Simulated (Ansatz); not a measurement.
YZnCuP2 in space group P3m1 (No. 156; Pearson symbol hP5), PBE in the plane-wave PAW code Ansatz, all energies at zero smearing, with the estimated change up to a 700 eV cutoff added, with one set of potentials and settings (totals compare only within such a set). Cell of 5 atoms (1 Y, 1 Zn, 1 Cu, 2 P): -15308.241 eV.

```
element                reference phase  E (eV/atom)
-------  -----------------------------  -----------
Y        P6_3/mmc, 2 atoms in the cell   -3848.6668
Zn           C2/m, 3 atoms in the cell   -3319.0295
Cu          Fm-3m, 1 atoms in the cell   -6625.1757
P            Cmce, 4 atoms in the cell    -755.6743
```

Formation energy per atom, worked out: (-15308.241 − 1×(-3848.6668) − 1×(-3319.0295) − 1×(-6625.1757) − 2×(-755.6743))/5 = -0.804 eV/atom (-78 kJ per mol of atoms), at 0 K, without zero-point energy or fitted corrections.

The workflow started from a Materials Project entry (that database holds measured and hypothetical structures alike); the Crystallography Open Database copy checked does not list it. Whether it is the stable phase at ambient conditions was not checked. The cell was relaxed with PBE under the symmetry of its start; its stability against distortions is not shown here. No spin polarisation was allowed. The references are the lowest solids computed at this level, not always the standard phases.

Potentials: the later of the program's two PAW sets.
